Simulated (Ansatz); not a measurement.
Data:

CsSnI₃:
```
CsSnI3
1.0
    6.27145     0.00000     0.00000
    0.00000     6.27145     0.00000
    0.00000     0.00000     6.27145
Cs Sn I
1 1 3
Direct
  0.00000   0.00000   0.00000
  0.50000   0.50000   0.50000
  0.00000   0.50000   0.50000
  0.50000   0.50000   0.00000
  0.50000   0.00000   0.50000
```

This is the PBE-relaxed structure.

Problem. All from the program Ansatz at the PBE level (PAW), unless another level is named. Predict the band gap.

Solution. 0.46 eV (direct).

Problem. What about the weight of the valence-edge state by species (Voronoi cells)?

Solution. I 67 %, Sn 33 %.

Problem. Next, the weight of the conduction-edge state by species (Voronoi cells)?

Solution. Sn 69 %, I 30 %.

Space group Pm-3m (cubic perovskite). This is a known high-temperature phase of the composition, computed here at zero pressure and temperature. Symmetry was held in the PBE relaxation; its stability against distortions is not shown here. The volume moved by 18 % from the start of the relaxation. Scalar-relativistic: spin–orbit coupling is off unless named, which matters more the heavier the elements.

Potentials: the later of the program's two PAW sets.
